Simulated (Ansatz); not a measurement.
Simulated (Ansatz). Plane-wave DFT: an element X is put into a periodic supercell of the crystal below and the atoms relax. X is one of the candidates, and is told by the neutral defect's formation energy over the elements (uncorrected), its moments where the run had spin, and its relaxed neighbours, eight at most.

```
cell
1.0
     2.7143   -4.8574    0.0000
     2.7143    4.8574    0.0000
     0.0000    0.0000    4.4595
Ag Al La
3 2 1
Direct
  0.6763 0.3237 0.0000
  0.3237 0.6763 0.0000
  0.5000 0.5000 0.5000
  0.5000 0.0000 0.5000
  0.0000 0.5000 0.5000
  0.0000 0.0000 0.0000
```

- host atoms in supercell: 24
- functional: PBEsol
- wave cutoff: 420 eV
- k mesh: 3, 3, 2
- k shift: 0, 0, 0.5 mesh steps
- gaussian smearing: 0.05 eV
- start displacement: 0 angstrom
- electrons started on: no chosen atoms
- candidate elements: C, Sc, Ti, Nb, Hf, Pb
- found formation energy: 0.215 eV
- found largest move from host sites: 0.226 angstrom

| supercell vector | supercell times a (host cell vectors) | supercell times b (host cell vectors) | supercell times c (host cell vectors) |
| --- | --- | --- | --- |
| A | -1 | -1 | 1 |
| B | 1 | 1 | 1 |
| C | -1 | 1 | 0 |

| change element | change kind | change place a (host cell vectors) | change place b (host cell vectors) | change place c (host cell vectors) |
| --- | --- | --- | --- | --- |
| X | on Ag | -0.3237 | 0.3237 | 1 |

```tsv
found neighbour element	found neighbour distance (angstrom)
Ag	2.723
Ag	2.723
Al	2.811
Al	2.811
Al	2.811
Al	2.811
Ag	3.162
Ag	3.162
```

Task: Which element is X?

Result: Sc.

Caveats: the atoms kept the symmetry of the start, so a distorted state could lie lower; the supercell is small.
